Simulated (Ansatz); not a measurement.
C:
```xyz
1
Lattice="1.7732 0.0000 0.0000 0.0000 1.7732 0.0000 0.0000 0.0000 1.7732" Properties=species:S:1:pos:R:3 pbc="T T T"
C      0.0000     0.0000     0.0000
```

Relaxed with r²SCAN+D4.

**Question.** Map the valence electron density (e/Å³), cut off at 2 on the plane through (0.000, 0.000, 0.000) spanned by u = [1, 0, 0] and v = [0, 1, 0] in lattice vectors, from DFT-r²SCAN+D4 in the program Ansatz with PAW potentials.

**Answer.** x is the fraction of u, y of v (the angle between them is 90°; rows are the nearest grid lines); atoms in the plane: C at (0.00, 0.00).
```
|#%@@@#*+=+*#@@@%#|
|%%@@@#*+=+*#@@@%%|
|@@@@%*+===+*%@@@@|
|@@@%#+=---=+#%@@@|
|@@%#+=-:::-=+#%@@|
|##*+=::...::=+*##|
|**+=-:.   .:-=+**|
|++=-:.     .:-=++|
|===-:.     .:-===|
|++=-:.     .:-=++|
|**+=-:.   .:-=+**|
|##*+=::...::=+*##|
|@@%#+=-:::-=+#%@@|
|@@@%#+=---=+#%@@@|
|@@@@%*+===+*%@@@@|
|%%@@@#*+=+*#@@@%%|
|#%@@@#*+=+*#@@@%#|
```
Scale: ten equal steps from 0.337 (start of ' ') to 1.60 (end of '@'), in the order ' .:-=+*#%@'; x runs from 0.000 to 1.00, y from 0.000 (bottom) to 1.00 (top).

The density is the valence pseudo-density with augmentation charge, so density and ELF within about 1 Å of a nucleus are not all-electron values.

Space group Pm-3m (simple cubic). The start of the workflow was typed in or built on a structure type; neither database checked (COD, Materials Project) lists it. It is not the phase usual at ambient conditions (space group No. 194, 227). Symmetry was held in the r²SCAN+D4 relaxation; its stability against distortions is not shown here. The volume moved by -25 % from the start of the relaxation.

Potentials: the earlier of the program's two PAW sets.
